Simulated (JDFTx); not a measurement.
Ru(0001) slab cut from bulk Ru (space group P6_3/mmc, indices of the conventional cell, lattice of the Materials Project entry mp-33, not re-optimised): 4 atoms in 4 planes, a 1x1 cell of 6.35 Å² (|a| = 2.708, |b| = 2.708 Å), 6.3 Å between the outermost planes, cell height 22.4 Å, 10×10×1 k mesh, Fermi smearing 0.01 Ha, no spin polarisation.

All numbers are PBE, GBRV ultrasoft potentials, plane waves to 20/100 Ha results from JDFTx (a modified build), not measurements. Liquid: linear PCM (GLSSA13), water, 1 M NaCl. The neutral cell holds 64 valence electrons and has two faces of 6.350 Å² each. Last filling lines of the neutral and of a charged run (μ in hartree, zero in the bulk liquid):

```
FillingsUpdate:  mu: -0.173501285  nElectrons: 64.000000
FillingsUpdate:  mu: -0.185217000  nElectrons: 63.951607
```

Working it through: both potentials, by the convention U = −μ/e − 4.44 V vs SHE, the surface charge density and the mean capacitance.

U_pzc = 0.17350 × 27.2114 − 4.44 = 0.28 V; U = 0.18522 × 27.2114 − 4.44 = 0.60 V. The cell has -0.0484 excess electrons, a net charge of 0.0484 e, shared by two faces: σ = 0.0484 e / (2 × 6.350 Å²) = 0.00381 e/Å² = 6.1 μC/cm² (1 e/Å² = 1602.18 μC/cm²). C = σ/(U − U_pzc) = 6.1/0.32 ≈ 19 μF/cm².
